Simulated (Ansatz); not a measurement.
ZnS (zinc blende)

```yaml
crystal:
  lattice:
    - [0.00000, 2.67846, 2.67846]
    - [2.67846, 0.00000, 2.67846]
    - [2.67846, 2.67846, 0.00000]
  atoms:
    - { symbol: S, position: [0.75000, 0.75000, 0.75000] }
    - { symbol: Zn, position: [0.00000, 0.00000, 0.00000] }
```

This relaxed cell (volume V₀) is scaled evenly in all directions, its shape held. Symmetry pins the atoms to their sites.

Calculation: PBEsol (plane waves to 420 eV, PAW, scalar-relativistic; Ansatz, a first-principles code). k mesh 11×11×11 (Γ-centred), Fermi-Dirac smearing 0.05 eV. Compression counts positive. The PAW data are Ansatz's earlier set. ZnS was relaxed with its symmetry unable to fall.

At one point of the scan the stress tensor (GPa) is:

```
   2.01     0.00     0.00
   0.00     2.01     0.00
   0.00     0.00     2.01
```

Task: Which point is it?
A) V/V₀ = 0.976
B) V/V₀ = 0.988
C) V/V₀ = 0.964
D) V/V₀ = 0.952

Result: A, V/V₀ = 0.976

(Under strain, the slope of the energy per volume gives the stress and its curvature an elastic modulus.)
